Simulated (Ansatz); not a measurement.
This cell of Ta (bcc, W type) is off equilibrium:

```yaml
crystal:
  lattice:
    - [-1.64096, 1.64096, 1.70660]
    - [1.64096, -1.64096, 1.70660]
    - [1.64096, 1.64096, -1.70660]
  atoms:
    - { symbol: Ta, position: [0.00000, 0.00000, 0.00000] }
```

Computed with PBEsol (plane waves to 420 eV, PAW, scalar-relativistic; Ansatz, an electronic-structure program). k mesh 20×20×20 (Γ-centred), Fermi-Dirac smearing 0.05 eV. Energies are smeared free energies. Compression counts positive. With partly filled bands, the response to shear is sensitive to the k mesh, so small differences along c/a are uncertain. Spin-orbit coupling is left out, though Ta is heavy. Ta is run without spin polarisation. Ta was relaxed with its symmetry unable to fall. The PAW data are Ansatz's earlier set.

### Question
Give the stress tensor in GPa and the pressure.

### Answer
```
   -6.1      0.0      0.0
    0.0     -6.1      0.0
    0.0      0.0    -10.3
```
The pressure, a third of the trace, is -7.5 GPa.

### Question
It is the relaxed cell deformed to V/V₀ = 1.040, (c/a)/(c/a)₀ = 1.040, c along z, fractional positions held. What is its energy relative to the relaxed cell?

### Answer
24 meV/atom.

(A scan under strain: stresses follow from slopes of the energy per volume, elastic moduli from its curvatures.)
